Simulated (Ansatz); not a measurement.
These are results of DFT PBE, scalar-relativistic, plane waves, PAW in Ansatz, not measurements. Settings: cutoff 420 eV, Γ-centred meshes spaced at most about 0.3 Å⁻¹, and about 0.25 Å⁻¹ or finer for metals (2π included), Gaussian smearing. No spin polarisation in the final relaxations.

Temperature and zero-point effects are left out.

Compare these two cells of Cd₃TeSe₂, each relaxed at this level.

A.

```
Cd Te Se
1.0
     7.05488    0.00000    0.00000
    -3.52744    6.10970    0.00000
     0.00000    0.00000    3.83238
Cd Te Se
3 1 2
Direct
  0.50000 0.50000 0.50000
  0.50000 0.00000 0.50000
  0.00000 0.50000 0.50000
  0.00000 0.00000 0.50000
  0.66667 0.33333 0.00000
  0.33333 0.66667 0.00000
```

B.

```
Cd Te Se
1.0
     7.27097    0.00000    0.00000
    -3.63549    6.29685    0.00000
     0.00000    0.00000    3.69604
Cd Te Se
3 1 2
Direct
  0.50000 0.00000 0.50000
  0.50000 0.50000 0.50000
  0.00000 0.50000 0.50000
  0.00000 0.00000 0.00000
  0.33333 0.66667 0.00000
  0.66667 0.33333 0.00000
```

Task: Which form is favoured at zero pressure, and by what margin per atom?

Result: A is lower, by 156 meV/atom. A has space group P6/mmm (No. 191), 27.5 Å³/atom and no gap on its mesh; B has space group P6/mmm (No. 191), 28.2 Å³/atom and no gap. Counting Se or Te atoms around Cd (for each partner element, those within 1.25 times its shortest distance or 1.15 times the sum of covalent radii, where it is the nearest in units of that sum or under 1.3; a plus sign parts groups by distance over the sum of covalent radii), A has Cd 4+2 and B has Cd 4. Both come from invented guesses.

Spin–orbit coupling, which can matter for Te, is left out. Cells relaxed within their symmetry can be saddle points.
